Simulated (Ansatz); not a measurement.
Level of theory: DFT PBE, scalar-relativistic, plane waves, PAW in Ansatz. All cells share a 420 eV cutoff and Γ-centred k meshes spaced at most about 0.3 Å⁻¹ (about 0.25 or finer for metals, 2π included). Collinear spin in cells that started with moments and kept them past the coarse steps, no spin elsewhere.

These are static total energies at zero pressure. All come from trial cells, and lower structures may exist.

Problem. These unrelaxed guesses for Ti2Te3Pt are each relaxed within their symmetry. Order them by the energy at which they end, lowest first.
A.

```xyz
6
Lattice="6.0965 0.0000 0.0000 -3.0483 5.2798 0.0000 0.0000 0.0000 4.2820" Properties=species:S:1:pos:R:3 pbc="T T T"
Ti    3.0483    1.7599    4.1242
Ti    0.0000    3.5198    4.1242
Te    1.5241    2.6399    1.9677
Te    3.0483    0.0000    1.9677
Te   -1.5241    2.6399    1.9677
Pt    0.0000    0.0000    3.8059
```

B.

```xyz
6
Lattice="6.5536 0.0000 0.0000 -3.2768 5.6756 0.0000 0.0000 0.0000 3.8506" Properties=species:S:1:pos:R:3 pbc="T T T"
Ti    0.0000    3.7837    0.0000
Ti    3.2768    1.8919    0.0000
Te    3.2768    0.0000    1.9253
Te    1.6384    2.8378    1.9253
Te   -1.6384    2.8378    1.9253
Pt    0.0000    0.0000    0.0000
```

C.

```xyz
6
Lattice="3.9759 0.0000 0.0000 0.0000 3.9759 0.0000 0.0000 0.0000 8.7137" Properties=species:S:1:pos:R:3 pbc="T T T"
Ti    0.0000    1.9880    6.3959
Ti    1.9880    0.0000    2.3178
Te    1.9880    1.9880    0.0000
Te    0.0000    1.9880    3.3286
Te    1.9880    0.0000    5.3851
Pt    0.0000    0.0000    0.0000
```

D.

```xyz
6
Lattice="3.2702 1.8880 4.5624 -3.2702 1.8880 4.5624 0.0000 -3.7761 4.5624" Properties=species:S:1:pos:R:3 pbc="T T T"
Ti    0.0000    0.0000    2.4934
Ti    0.0000    0.0000    8.0655
Te   -1.5487    0.8941    3.6806
Te    0.0000   -1.7883    3.6806
Te    1.5487    0.8941    3.6806
Pt    0.0000    0.0000    5.8440
```

Solution. C (ends in P-4m2, 0 meV/atom), D (ends in R3m, 0.54 eV/atom), B (ends in P6/mmm, 0.91 eV/atom), A (ends in P6mm, 0.92 eV/atom).

The k mesh leaves some 4 meV/atom of noise in the energy of each metallic cell. Spin–orbit coupling, which can matter for Pt and Te, is left out. A magnetic state wasn't ruled out in cells without spin, among them P6mm. Another magnetic order may lie lower. Cells relaxed within their symmetry can be saddle points. Some structure types and database cells were kept out of the candidates from the start, so a known form may be missing.
